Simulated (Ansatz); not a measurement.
Crystals of one structure type (zinc blende) and one family of elements, relaxed and computed with r²SCAN in the plane-wave PAW code Ansatz.

| crystal | V (Å³/atom) | B₀ by P(V) fit (GPa) |
|---|---|---|
| BN | 5.88 | 392 |
| BP | 11.67 | 169 |
| BAs | 13.69 | 141 |
| GaP | 20.25 | 87.6 |
| GaAs | 22.74 | 72.3 |
| InP | 25.76 | 68.2 |
| GaSb | 28.81 | ? |

Fit a straight line to ln B₀ against ln V and predict the withheld value.

Least squares on the 6 shown rows: ln B₀ = -1.21 × ln V + (8.110), with a scatter of 3 %. For GaSb this gives 57.0. The run itself gave 52.9, outside the scatter: the line misses something about this case.

All cells were relaxed under the symmetry of their starts (and spin orders); stability against distortions was not tested throughout. Spin–orbit coupling is left out wherever it is not named.

Potentials: the later of the program's two PAW sets.
